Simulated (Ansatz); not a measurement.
An Ansatz (a first-principles code) run. Input:

Ansatz 0.2 input:
```yaml
crystal:
  lattice:
    - [0.0, 1.9916111677, 1.9916111677]
    - [1.9916111677, 0.0, 1.9916111677]
    - [1.9916111677, 1.9916111677, 0.0]
  atoms:
    - { symbol: Al, position: [0.0, 0.0, 0.0] }
kpoints:
  mp_grid: { grid: [37, 37, 37] }
hamiltonian:
  xc: lda
  pseudopotentials: { azcp: { folder: ./paw }, kind: paw }
scf:
  occupations: { method: fermi_dirac, width: 0.1 }
elastic: { mode: relaxed_ion, stencil: two_point, amplitude: 0.005, f_tol: 0.0005 }
```

Output (shortened):

```
Pseudopotential: Al, paw, valence charge 3
Functional definition: SPW92
Crystal: 1 atoms, lattice volume = 15.800 Å³
Basis set: ecut = 420 eV, 331 PW (Γ)
Bands: 6, of which v1, the nominal top of the filled ones, is band 2 counted from 1 (1 counted from 0)
Symmetry: 48 space group operations
Space group: Fm-3m (ITA 225), of the structure as read, at distance tolerance 2.5e-5 Å
k-points: 1330 of 50653
SCF iter   1: F=—  HF=-512.939716 eV  |F-HF|=—  |Δ(HF+E_count)|=         —  Δρ=2.14e-2  dr2=7.40e-2  ethr=3.10e-3  ⟨swp⟩=4.4  Hψ=69355  notcnv=0
preconditioner: auto → none
SCF iter   2: F=—  HF=-512.896776 eV  |F-HF|=—  |Δ(HF+E_count)|=   4.29e-2  Δρ=1.02e-2  dr2=1.67e-2  ethr=2.47e-3  ⟨swp⟩=1.0  Hψ=18620  notcnv=0
SCF iter   3: F=—  HF=-512.884072 eV  |F-HF|=—  |Δ(HF+E_count)|=   1.27e-2  Δρ=1.66e-4  dr2=3.85e-6  ethr=5.56e-4  ⟨swp⟩=1.0  Hψ=7689  notcnv=0  defer=38
SCF iter   4: F=—  HF=-512.884072 eV  |F-HF|=—  |Δ(HF+E_count)|=   1.46e-8  Δρ=1.30e-5  dr2=1.45e-8  ethr=1.28e-7  ⟨swp⟩=2.0  Hψ=9667  notcnv=0  defer=38
SCF iter   5: F=—  HF=-512.884073 eV  |F-HF|=—  |Δ(HF+E_count)|=   7.02e-8  Δρ=6.43e-7  dr2=5.35e-11  ethr=4.83e-10  ⟨swp⟩=2.0  Hψ=9715  notcnv=0  defer=42
SCF iter   6: F=—  HF=-512.884073 eV  |F-HF|=—  |Δ(HF+E_count)|=  1.96e-11  Δρ=5.86e-8  dr2=3.01e-13  ethr=1.78e-12  ⟨swp⟩=1.4  Hψ=8187  notcnv=0  defer=42
SCF iter   7: F=-512.884073 eV  HF=-512.884073 eV  |F-HF|=1.14e-13  |Δ(HF+E_count)|=    0.00e0  Δρ=1.14e-9  dr2=1.43e-16  ethr=1.00e-12  ⟨swp⟩=4.4  Hψ=22085  notcnv=0
SCF 1 converged in 7 iterations: F = -512.884073 eV  dr2 = 1.43e-16
Crystal: 1 atoms, lattice volume = 15.721 Å³
Basis set: ecut = 420 eV, 323 PW (Γ)
Symmetry: 16 space group operations
k-points: 3610 of 50653
iter 1 solved again at ethr=1.20e-7 eV; its pass at ethr=3.10e-3 eV (dr2=3.60e-6 eV) is discarded
SCF iter   1: F=—  HF=-512.883910 eV  |F-HF|=—  |Δ(HF+E_count)|=         —  Δρ=1.64e-4  dr2=3.76e-6  ethr=1.20e-7  ⟨swp⟩=2.2  Hψ=208293  notcnv=0  defer=73
preconditioner: auto → none
SCF iter   2: F=—  HF=-512.883907 eV  |F-HF|=—  |Δ(HF+E_count)|=   3.22e-6  Δρ=7.91e-5  dr2=8.63e-7  ethr=1.20e-7  ⟨swp⟩=1.0  Hψ=20810  notcnv=0  defer=73
SCF iter   3: F=—  HF=-512.883906 eV  |F-HF|=—  |Δ(HF+E_count)|=   9.50e-7  Δρ=1.35e-6  dr2=1.79e-10  ethr=2.88e-8  ⟨swp⟩=1.0  Hψ=20810  notcnv=0  defer=73
SCF iter   4: F=—  HF=-512.883906 eV  |F-HF|=—  |Δ(HF+E_count)|=  3.79e-10  Δρ=1.43e-7  dr2=1.72e-12  ethr=5.98e-12  ⟨swp⟩=2.0  Hψ=26436  notcnv=0  defer=73
SCF iter   5: F=-512.883906 eV  HF=-512.883906 eV  |F-HF|=2.27e-13  |Δ(HF+E_count)|=  9.09e-13  Δρ=7.91e-9  dr2=7.13e-15  ethr=1.00e-12  ⟨swp⟩=4.0  Hψ=48652  notcnv=0
SCF 2 converged in 5 iterations: F = -512.883906 eV  dr2 = 7.13e-15
Crystal: 1 atoms, lattice volume = 15.879 Å³
iter 1 solved again at ethr=1.95e-10 eV; its pass at ethr=3.10e-3 eV (dr2=5.84e-9 eV) is discarded
SCF iter   1: F=—  HF=-512.883939 eV  |F-HF|=—  |Δ(HF+E_count)|=         —  Δρ=6.69e-6  dr2=5.90e-9  ethr=1.95e-10  ⟨swp⟩=2.0  Hψ=208434  notcnv=0  defer=83
preconditioner: auto → none
SCF iter   2: F=—  HF=-512.883939 eV  |F-HF|=—  |Δ(HF+E_count)|=   1.01e-9  Δρ=3.13e-6  dr2=1.26e-9  ethr=1.95e-10  ⟨swp⟩=1.0  Hψ=20813  notcnv=0  defer=83
SCF iter   3: F=—  HF=-512.883939 eV  |F-HF|=—  |Δ(HF+E_count)|=  2.52e-10  Δρ=6.41e-8  dr2=2.94e-13  ethr=4.20e-11  ⟨swp⟩=1.0  Hψ=20813  notcnv=0  defer=83
SCF iter   4: F=-512.883939 eV  HF=-512.883939 eV  |F-HF|=3.41e-13  |Δ(HF+E_count)|=  6.82e-13  Δρ=7.52e-9  dr2=5.54e-15  ethr=1.00e-12  ⟨swp⟩=4.0  Hψ=48531  notcnv=0
SCF 3 converged in 4 iterations: F = -512.883939 eV  dr2 = 5.54e-15
Crystal: 1 atoms, lattice volume = 15.799 Å³
Symmetry: 8 space group operations
k-points: 6859 of 50653
iter 1 solved again at ethr=4.83e-7 eV; its pass at ethr=3.10e-3 eV (dr2=1.45e-5 eV) is discarded
SCF iter   1: F=—  HF=-512.884033 eV  |F-HF|=—  |Δ(HF+E_count)|=         —  Δρ=2.74e-4  dr2=1.42e-5  ethr=4.83e-7  ⟨swp⟩=1.0  Hψ=386098  notcnv=0  defer=151
preconditioner: auto → none
SCF iter   2: F=—  HF=-512.884029 eV  |F-HF|=—  |Δ(HF+E_count)|=   4.08e-6  Δρ=1.07e-4  dr2=2.15e-6  ethr=4.73e-7  ⟨swp⟩=1.0  Hψ=39592  notcnv=0  defer=151
SCF iter   3: F=—  HF=-512.884028 eV  |F-HF|=—  |Δ(HF+E_count)|=   6.27e-7  Δρ=2.43e-6  dr2=3.56e-10  ethr=7.16e-8  ⟨swp⟩=1.0  Hψ=39610  notcnv=0  defer=151
SCF iter   4: F=—  HF=-512.884028 eV  |F-HF|=—  |Δ(HF+E_count)|=   4.46e-8  Δρ=7.56e-7  dr2=5.41e-11  ethr=1.19e-11  ⟨swp⟩=2.0  Hψ=51052  notcnv=0  defer=151
SCF iter   5: F=—  HF=-512.884028 eV  |F-HF|=—  |Δ(HF+E_count)|=  3.75e-12  Δρ=1.44e-7  dr2=3.29e-12  ethr=1.80e-12  ⟨swp⟩=1.8  Hψ=47990  notcnv=0  defer=151
SCF iter   6: F=-512.884028 eV  HF=-512.884028 eV  |F-HF|=1.14e-13  |Δ(HF+E_count)|=  7.96e-13  Δρ=2.07e-8  dr2=6.49e-14  ethr=1.00e-12  ⟨swp⟩=2.9  Hψ=120610  notcnv=0
SCF 4 converged in 6 iterations: F = -512.884028 eV  dr2 = 6.49e-14
Crystal: 1 atoms, lattice volume = 15.799 Å³
iter 1 solved again at ethr=1.79e-11 eV; its pass at ethr=3.10e-3 eV (dr2=5.37e-10 eV) is discarded
SCF iter   1: F=—  HF=-512.884028 eV  |F-HF|=—  |Δ(HF+E_count)|=         —  Δρ=2.08e-6  dr2=5.27e-10  ethr=1.79e-11  ⟨swp⟩=1.8  Hψ=394723  notcnv=0  defer=168
preconditioner: auto → none
SCF iter   2: F=—  HF=-512.884028 eV  |F-HF|=—  |Δ(HF+E_count)|=  2.83e-10  Δρ=9.98e-7  dr2=1.17e-10  ethr=1.76e-11  ⟨swp⟩=1.0  Hψ=39592  notcnv=0  defer=168
SCF iter   3: F=-512.884028 eV  HF=-512.884028 eV  |F-HF|=2.27e-13  |Δ(HF+E_count)|=  8.31e-11  Δρ=2.76e-8  dr2=6.41e-14  ethr=1.00e-12  ⟨swp⟩=3.4  Hψ=124892  notcnv=0
SCF 5 converged in 3 iterations: F = -512.884028 eV  dr2 = 6.41e-14
SCF converged after 7 iterations
Free energy (F): -512.884073 eV
Harris-Foulkes:  -512.884073 eV  (|F-HF|=1.14e-13)
Internal energy: -512.871063 eV  (E = F + TS)
E sigma→0 (E₀):  -512.877568 eV
Entropy (-TS):   -0.013009 eV (-13.009 meV/atom)
Fermi energy:    8.184909 eV
--- Per-component energies (eV) ---
  E_band       = 10.978224
  E_kinetic    = 23.222775
  E_local      = 10.559118  (includes V_loc(G=0)·N_el)
  E_nonlocal   = 10.735145
  E_hartree    = 0.103347
  E_xc         = -37.699040
  E_vxc        = -29.871043  (∫ρ·V_xc dr)
  E_paw        = -445.262340  (= ΣΔE_a)
  E_vpaw       = -3.874461  (= ΣTr[D̂ρ^β])
  E_aug_tail   = -0.000005  (compensation charges beyond the density's cutoff)
  E_ewald      = -74.585781
  E_core_change = 0.055717  (= ΣΔE_core)
  E_smearing   = -0.013009  (= −TS)
  E_closure    = 0.000000  (closes the sum)
  Σ components = -512.884073   (vs F -512.884073, Δ=0.00e0)
  [band-id]    e_kinetic+e_local+e_nonlocal+2·e_hartree+e_vxc+e_vpaw+e_augmentation_tail = 10.978224   (vs E_band 10.978224, Δ=-4.34e-9)
--- Forces (eV/Å), atoms counted from 1 ---
  atom   1  Al     0.00000000     0.00000000     0.00000000
  max |Σ_I F_I| component: 0.0 eV/Å
--- Stress (GPa, compression-positive) ---
        0.029309       0.000000       0.000000
        0.000000       0.029309       0.000000
        0.000000       0.000000       0.029309
  P = ⅓ Tr σ = 0.0293 GPa (0.293 kbar)
--- Band table (eV; the first three rows and the last of 1330) ---
  k-point 0: bands = ["-3.2127", "20.8858", "20.8858", "20.8858", "22.6528", "22.6528"]
  k-point 1: bands = ["-3.1923", "20.4217", "20.8107", "20.8107", "22.7593", "22.7593"]
  k-point 2: bands = ["-3.1312", "19.4889", "20.6262", "20.6262", "23.0364", "23.0364"]
  k-point 1329: bands = ["7.0519", "7.4252", "8.4106", "9.4822", "23.9151", "24.4117"]
--- Elastic constants: 2 strain directions × 2 members + reference (group order 48) ---
  dense FFT box of the reference and of every strained cell: 20×20×20
  strains applied: 11, 23; error gains: componentwise 1.00 (the most a stress slope's error grows in a printed constant), spectral 1.73 (1 for all six strains …
  C = ∂σ_k/∂η_j (tension-positive GPa; Voigt order 11 22 33 23 13 12):
       121.834     65.111     65.111      0.000      0.000      0.000
        65.111    121.834     65.111      0.000      0.000      0.000
        65.111     65.111    121.834      0.000      0.000      0.000
         0.000      0.000      0.000     36.106      0.000      0.000
         0.000      0.000      0.000      0.000     36.106      0.000
         0.000      0.000      0.000      0.000      0.000     36.106
  reference stress σ⁰ (GPa):     -0.029     -0.029     -0.029      0.000      0.000      0.000
  C* (energy form; C + prestress term) asymmetry max|C*_kj − C*_jk| = 4.263e-14 GPa — a small one proves nothing (zero by symmetry where the batch's group is …
  moduli (Voigt/Reuss/Hill, GPa): K = 84.02/84.02/84.02   G = 33.01/32.55/32.78   E = 87.02   ν = 0.327
  mechanically stable: yes (min eigenvalue of sym C = 36.11 GPa)
  where every solve meets its electron count the energy-path curvature estimates C_jj along a normal strain and C_jj − ¼(σ⁰_aa + σ⁰_bb) along a shear (ab), of …
  strain η (Voigt 11):  stress-route row diagonal C_11 = 121.83 GPa, energy-path curvature d²(F+E_count+ΔE)/dδ²/Ω₀ = 121.76 GPa
         δ    σ_11 (GPa)             F (eV)   n_scf  n_hpsi   n_pw
    -5.000e-3      -0.6492        -512.8839059       5  367799    327   relax 0 steps, max|allowed force component| 0.00e0 eV/Å
     5.000e-3       0.5692        -512.8839389       4  341537    331   relax 0 steps, max|allowed force component| 0.00e0 eV/Å
  strain η (Voigt 23):  stress-route row diagonal C_44 = 36.11 GPa, energy-path curvature d²(F+E_count+ΔE)/dδ²/Ω₀ = 36.10 GPa
         δ    σ_23 (GPa)             F (eV)   n_scf  n_hpsi   n_pw
    -5.000e-3      -0.1805        -512.8840279       6  766318    331   relax 0 steps, max|allowed force component| 0.00e0 eV/Å
     5.000e-3       0.1805        -512.8840279       3  640635    331   relax 0 steps, max|allowed force component| 0.00e0 eV/Å
```

Cost: roughly 4 core-minutes on shared cores.

Symmetry was held in the LDA relaxation. As this level gives no gap, shear constants depend on the k-mesh and smearing (Fermi–Dirac, 0.1 eV here).

Potentials: the earlier of the program's two PAW sets. The files were generated under PBE; for other functionals the program regenerates the frozen cores, and for LDA and PBEsol the local potential too.

Ansatz is a plane-wave DFT program.
